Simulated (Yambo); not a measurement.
G0W0@PBEsol for RbCl (rock salt, space group Fm-3m, No. 225) in Yambo. Reference settings: 4×4×4 Γ-centred k mesh, 196 bands and a 7 Ry block in the screening, 196 bands in G with the Bruneval-Gonze terminator, plasmon pole fitted at 27.2 eV. The PBEsol gap Γ → Γ on this mesh is 4.85 eV; G0W0 gaps are taken between the same points.

The settings were changed. The gap went from 7.81 eV to 7.68 eV, and the shift of the valence edge from -2.20 eV to -1.95 eV.

Q: What was changed between the two runs?
A. no terminator
B. 6 Ry block
C. no random integration
D. 124 bands in W, 124 bands in G

A: C, no random integration. The others gave (gap, valence shift): 6 Ry block: 7.77, -2.16 eV; no terminator: 7.76, -2.09 eV; 124 bands in W, 124 bands in G: 7.76, -2.11 eV.

Geometry relaxed with PBEsol; primitive cell a = b = c = 4.625 Å, α = β = γ = 60.00°.

A shift is the quasiparticle energy of the state minus its PBEsol energy.
